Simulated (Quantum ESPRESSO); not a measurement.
**Band energies of ScF$_{3}$ at -0.7 % isotropic strain**

```
CELL_PARAMETERS angstrom
      2.82087     1.62863     2.30221
     -2.82087     1.62863     2.30221
      0.00000    -3.25726     2.30221
ATOMIC_POSITIONS crystal
  F  0.50000 0.00174 0.99826
  F  0.99826 0.50000 0.00174
  F  0.00174 0.99826 0.50000
  Sc 0.00000 0.00000 0.00000
```

PBEsol (pw.x of Quantum ESPRESSO, ONCV potentials, scalar-relativistic); path ΓPZQΓFP1Q1LZ; energies in eV from the valence-band maximum.

```csv
k (1/Å),point,band 12,band 13,band 14,band 15,band 16,band 17,band 18,band 19
0.00,Γ,-0.59,-0.59,-0.55,-0.55,-0.54,6.41,6.41,6.41
0.31,,-0.86,-0.85,-0.59,-0.59,-0.52,6.63,6.64,6.65
0.63,,-1.46,-1.45,-0.47,-0.47,-0.34,7.15,7.19,7.20
0.94,,-2.01,-2.00,-0.20,-0.20,-0.13,7.71,7.74,7.75
1.36,P,-2.31,-2.31,0.00,0.00,0.00,8.08,8.08,8.08
1.36,Z,-2.31,-2.31,0.00,0.00,0.00,8.08,8.08,8.08
1.57,,-2.20,-2.20,-0.08,-0.08,0.00,7.95,7.95,8.07
1.89,,-1.68,-1.68,-0.48,-0.48,0.00,7.54,7.54,8.04
2.31,,-1.45,-1.44,-0.69,-0.69,0.00,7.43,7.43,8.03
2.62,,-2.06,-2.06,-0.17,-0.17,0.00,7.82,7.82,8.06
2.94,Q,-2.31,-2.31,0.00,0.00,0.00,8.08,8.08,8.08
3.36,,-2.01,-1.99,-0.21,-0.20,-0.14,7.71,7.74,7.75
3.67,,-1.47,-1.44,-0.48,-0.47,-0.34,7.15,7.19,7.20
3.99,,-0.87,-0.84,-0.59,-0.59,-0.52,6.63,6.64,6.65
4.30,Γ,-0.59,-0.59,-0.55,-0.55,-0.54,6.41,6.41,6.41
4.41,,-0.61,-0.59,-0.59,-0.57,-0.56,6.43,6.43,6.45
4.75,,-0.80,-0.80,-0.76,-0.70,-0.45,6.73,6.75,7.01
5.08,,-1.05,-0.95,-0.93,-0.91,-0.16,7.16,7.18,7.72
5.42,F,-1.15,-1.15,-0.96,-0.96,-0.01,7.37,7.37,8.03
5.53,,-1.34,-1.34,-0.78,-0.78,0.00,7.40,7.40,8.03
5.87,,-2.03,-2.03,-0.20,-0.20,0.00,7.79,7.79,8.06
6.20,P1,-2.31,-2.31,0.00,0.00,0.00,8.08,8.08,8.08
6.20,Q1,-2.31,-2.31,0.00,0.00,0.00,8.08,8.08,8.08
6.51,,-2.18,-2.08,-0.15,-0.10,-0.06,7.81,7.93,7.95
6.81,,-1.83,-1.45,-0.44,-0.40,-0.25,7.18,7.62,7.65
7.11,,-1.37,-0.86,-0.74,-0.57,-0.56,6.59,7.38,7.39
7.32,L,-1.18,-1.18,-0.72,-0.56,-0.55,6.45,7.33,7.33
7.50,,-1.34,-0.89,-0.71,-0.58,-0.57,6.57,7.38,7.38
7.78,,-1.77,-1.35,-0.47,-0.46,-0.29,7.09,7.58,7.61
8.06,,-2.12,-1.97,-0.21,-0.15,-0.09,7.69,7.87,7.89
8.43,Z,-2.31,-2.31,0.00,0.00,0.00,8.08,8.08,8.08
```

The PBEsol gap is indirect, 6.41 eV, from P to Γ; the smallest direct gap is 6.95 eV.

Geometry strained from the cell relaxed with PBEsol, atoms relaxed again.
